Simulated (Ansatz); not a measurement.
Consider a crystal of GeAs5 in space group P6/mmm (No. 191), with Ge on 1a; As on 1b, 2c and 2e.

Computed with DFT PBE, scalar-relativistic, plane waves, PAW in Ansatz. Cutoff 420 eV, Γ-centred mesh, Gaussian smearing, no spin polarisation.

Energies over the elements count from the elements' standard structures at the same level, with no fitted energy shifts.

Problem. Which cell and coordinates does it relax to?

Solution.

Space group P6/mmm (No. 191). a = 4.851 Å, b = 4.851 Å, c = 9.734 Å, α = 90.00°, β = 90.00°, γ = 120.00°
```tsv
atom	site	symmetry	x	y	z
Ge	1a	6/mmm	0.0000	0.0000	0.0000
As	1b	6/mmm	0.0000	0.0000	0.5000
As	2c	-6m2	0.3333	0.6667	0.0000
As	2e	6mm	0.0000	0.0000	0.7341
```

Around Ge lie 2 As at 2.59 Å and 6 As at 2.80 Å; As on a site of symmetry 6/mmm has 2 As at 2.28 Å; As on a site of symmetry -6m2 is surrounded by 3 Ge at 2.80 Å and 3 As at 2.80 Å; As on a site of symmetry 6mm has 1 As at 2.28 Å and 1 Ge at 2.59 Å. Another local minimum with the same sites may exist.

Problem. And its energy and gap?

Solution. The energy over the elements is +0.85 eV/atom and the gap on the 12×12×4 mesh of the 6-atom cell is 0 eV (a metal). It can't be a ground state, since the elements alone are lower.

The last run used Gaussian smearing of 0.10 eV. An odd number of electrons in the primitive cell allows no gap without spin; a larger cell or a magnetic state could open one. The cell is a metal run without spin; a magnetic state may lie lower. The reference form of As is held partly by dispersion forces, which this level lacks. A structure relaxed within its symmetry needn't be a true minimum. Another cell of GeAs5 relaxed alike, in P6/mmm, lies 0.45 eV/atom lower, so this cell isn't the stable form at this level.
